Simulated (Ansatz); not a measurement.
**An inverse problem**

Cell vectors (Å):

```
3.3836 0.0000 0.0000
0.0000 3.3836 0.0000
0.0000 0.0000 3.3836
```

```tsv
atom	a	b	c
Y	0.5000	0.5000	0.5000
X	0.0000	0.0000	0.0000
```

These are results of PBEsol, PAW on Ansatz 0.2.0's default frozen-core files (fitted under PBE), scalar-relativistic, not measurements. k mesh 14×14×14, strains of ±0.003, Fermi-Dirac smearing of 0.100 eV.

Elastic constants of a crystal by Kohn-Sham DFT: slopes of the stress over finite engineering strains of the given cell, Voigt indices, Cartesian axes as in the cell vectors.

```
index  elastic (GPa)
   11          151.3
   12          105.9
   44             40
```

Q: All X atoms are one element. Which one was computed?

A: Rh; the crystal is YRh (Pm-3m).

Known limits: frozen-core PAW files fitted under PBE, their cores solved anew for the functional of the run; responses of metals move with mesh and smearing; the softest shear constant rests on one k mesh, and a soft shear can herald a distortion on cooling.
